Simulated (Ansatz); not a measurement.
An Ansatz (a first-principles code) input:

Ansatz 0.2 input:
```yaml
crystal:
  lattice:
    - [0.0, 3.2828647752, 3.2828647752]
    - [3.2828647752, 0.0, 3.2828647752]
    - [3.2828647752, 3.2828647752, 0.0]
  atoms:
    - { symbol: In, position: [0.0, 0.0, 0.0] }
    - { symbol: In, position: [0.25, 0.25, 0.25] }
kpoints:
  mp_grid: { grid: [8, 8, 8] }
  band_path:
    path:
      - [[0.0, 0.0, 0.0], [0.5, 0.0, 0.5], [0.625, 0.25, 0.625]]  # Γ-X-U
      - [[0.375, 0.375, 0.75], [0.0, 0.0, 0.0], [0.5, 0.5, 0.5], [0.5, 0.25, 0.75], [0.5, 0.0, 0.5]]  # K-Γ-L-W-X
    npoints: 12
basis: { xc_grid: 2 }
hamiltonian:
  xc: pbesol
  pseudopotentials: { azcp: { folder: ./paw }, kind: paw_fr }
magnetization: { noncollinear: true, spin_orbit: true }
scf:
  n_extra_bands: 12
  convergence: { dr2_threshold: 0.0000000001 }
  occupations: { method: gaussian, width: 0.05 }
output: { eigenvalues: true }
```

Problem. How many symmetry operations and irreducible k-points will the run report?

Solution. 48 operations, 29 of 512 k-points.

Problem. With a cutoff of 420 eV, how many plane waves at Γ?

Solution. 1411.

It took roughly 30 core-seconds on shared server cores.

Space group Fd-3m (diamond). The start of the workflow was typed in or built on a structure type; neither database checked (COD, Materials Project) lists it. It is not the phase usual at ambient conditions (space group No. 139). Symmetry was held in the PBEsol relaxation. At this level the phase is mechanically unstable. The volume moved by -16 % from the start of the relaxation.

Potentials: the earlier of the program's two PAW sets. The files were generated under PBE; for other functionals the program regenerates the frozen cores, and for LDA and PBEsol the local potential too.

Ansatz is a plane-wave DFT program.
